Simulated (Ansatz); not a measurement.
An Ansatz (a program for electronic structure) run. Input:

Ansatz 0.2 input:
```yaml
crystal:
  lattice:
    - [1.815025333, -5.0614994671, 0.0]
    - [1.815025333, 5.0614994671, 0.0]
    - [0.0, 0.0, 4.7342768432]
  atoms:
    - { symbol: Te, position: [0.6362863735, 0.3637136265, 0.25] }
    - { symbol: Ta, position: [0.9228141475, 0.0771858525, 0.25] }
    - { symbol: Te, position: [0.3637136265, 0.6362863735, 0.75] }
    - { symbol: Ta, position: [0.0771858525, 0.9228141475, 0.75] }
kpoints:
  mp_grid: { grid: [12, 12, 9] }
hamiltonian:
  xc: r2scan
  pseudopotentials: { azcp: { folder: ./paw }, kind: paw }
scf:
  occupations: { method: gaussian, width: 0.05 }
checkpoint: { read: metal.run }
output: { bader: true, populations: true }
```

Output (shortened):

```
Pseudopotential: Te, paw, valence charge 16
Pseudopotential: Ta, paw, valence charge 13
Functional definition: r2SCAN
Crystal: 4 atoms, lattice volume = 86.985 Å³
Basis set: ecut = 500 eV, 2209 PW (Γ), exchange–correlation on 160×160×144 points (64 copies of the dense FFT grid, shifted against one another)
Bands: 35, of which v1, the nominal top of the filled ones, is band 29 counted from 1 (28 counted from 0)
Symmetry: 8 space group operations
Space group: Cmcm (ITA 63), of the structure as read, at distance tolerance 4.4e-5 Å
k-points: 215 of 1296
Stability of the state it starts from, as read at its close in the unpolarized treatment …
iter 1 solved again at ethr=8.93e-8 eV; its pass at ethr=3.10e-3 eV (dr2=5.18e-5 eV) is discarded
SCF iter   1: F=—  HF=-33879.857479 eV  |F-HF|=—  |Δ(HF+E_count)|=         —  Δρ=4.48e-7  dr2=2.26e-10  dr2_τ=1.83e-11  ethr=8.93e-8  ⟨swp⟩=3.4  Hψ=52071  notcnv=0
preconditioner: auto → Kerker (q_TF=auto, 2.550 Å⁻¹)
SCF iter   2: F=-33879.857479 eV  HF=-33879.857479 eV  |F-HF|=0.00e0  |Δ(HF+E_count)|=   5.68e-8  Δρ=1.88e-7  dr2=4.62e-11  dr2_τ=2.57e-11  ethr=1.00e-12  ⟨swp⟩=7.1  Hψ=31931  notcnv=0
SCF 1 converged in 2 iterations: F = -33879.857479 eV  dr2 = 4.62e-11
SCF converged after 2 iterations
Free energy (F): -33879.857479 eV
Harris-Foulkes:  -33879.857479 eV  (|F-HF|=0.00e0)
Internal energy: -33879.854331 eV  (E = F + TS)
E sigma→0 (E₀):  -33879.855905 eV
Entropy (-TS):   -0.003148 eV (-0.787 meV/atom)
Fermi energy:    16.504300 eV
--- Per-component energies (eV) ---
  E_band       = -667.459431
  E_kinetic    = 1138.671562
  E_local      = -3875.496574  (includes V_loc(G=0)·N_el)
  E_nonlocal   = 112.300711
  E_hartree    = 1844.502282
  E_xc         = -837.922776
  E_vxc        = -737.425825  (∫ρ·V_xc dr)
  E_paw        = -26061.650154  (= ΣΔE_a)
  E_vpaw       = -1033.124884  (= ΣTr[D̂ρ^β])
  E_aug_tail   = 0.000161  (compensation charges beyond the density's cutoff)
  E_vtau       = 38.611050  (kinetic-family band-sum trace: ∫τ·v_τ [+ j·A + Jᵃ·Aᵃ] dr)
  E_ewald      = -6199.316216
  E_core_change = -0.943328  (= ΣΔE_core)
  E_smearing   = -0.003148  (= −TS)
  E_closure    = 0.000000  (closes the sum)
  Σ components = -33879.857479   (vs F -33879.857479, Δ=0.00e0)
  [band-id]    e_kinetic+e_local+e_nonlocal+2·e_hartree+e_vxc+e_vpaw+e_augmentation_tail+e_vtau = -667.459233   (vs E_band -667.459431, Δ=1.98e-4)
--- Band table (eV; the first three rows and the last of 215) ---
  k-point 0: bands = ["-53.9591", "-53.8970", "-22.6104", "-22.6101", "-22.6090", "-22.6064", "-22.5917", "-22.5884", "-22.5845", "-22.5829", "-22.5767", "-22.5627", "-20.0082", "-20.0043", "-19.8579", "-19.7985", "-19.7609", "-19.3939", "1.2784", "3.6614", …
  k-point 1: bands = ["-53.9573", "-53.8989", "-22.6104", "-22.6100", "-22.6097", "-22.6072", "-22.5911", "-22.5882", "-22.5838", "-22.5828", "-22.5771", "-22.5632", "-20.0163", "-20.0127", "-19.8545", "-19.7746", "-19.7634", "-19.4019", "1.3570", "3.6145", …
  k-point 2: bands = ["-53.9519", "-53.9043", "-22.6113", "-22.6102", "-22.6099", "-22.6090", "-22.5897", "-22.5876", "-22.5832", "-22.5814", "-22.5783", "-22.5647", "-20.0384", "-20.0246", "-19.8449", "-19.7706", "-19.7182", "-19.4255", "1.5845", "3.4627", …
  k-point 214: bands = ["-53.9334", "-53.9227", "-22.6111", "-22.6108", "-22.6100", "-22.6100", "-22.5885", "-22.5868", "-22.5867", "-22.5853", "-22.5736", "-22.5723", "-20.0692", "-20.0594", "-19.8177", "-19.8002", "-19.5672", "-19.5048", "3.0097", "3.0260", …
--- Löwdin populations: 4 sites ---
  site symbol       q [e]
     0     Te     15.8246
     1     Ta     12.9869
     2     Te     15.8246
     3     Ta     12.9869
  spilling = 0.006500 (of n_electrons = 58.000000)
--- Bader charges: 4 sites ---
  site symbol  charge [e]  shift [e]
     0     Te     -0.8223     0.0021
     1     Ta      0.8223     0.0021
     2     Te     -0.8223     0.0021
     3     Ta      0.8223     0.0021
  shift: an alarm, by how much a part of what the PAW files miss would move the charge. Where it is large, compare
  with a run on PAW files of another source; a small one proves nothing
  estimated error of the sums over rays = 7.3e-4 e
```

Cost: around 80 core-seconds (rough) on shared cores.

The start of the workflow was typed in or built on a structure type; neither database checked (COD, Materials Project) lists it. Its standing as an ambient phase is unchecked. The cell was relaxed with r²SCAN under the symmetry of its start; whether a distortion lowers the energy is not shown. No spin polarisation was allowed. Spin–orbit coupling is left out wherever it is not named.

Potentials: the earlier of the program's two PAW sets.

Ansatz is a plane-wave DFT program.
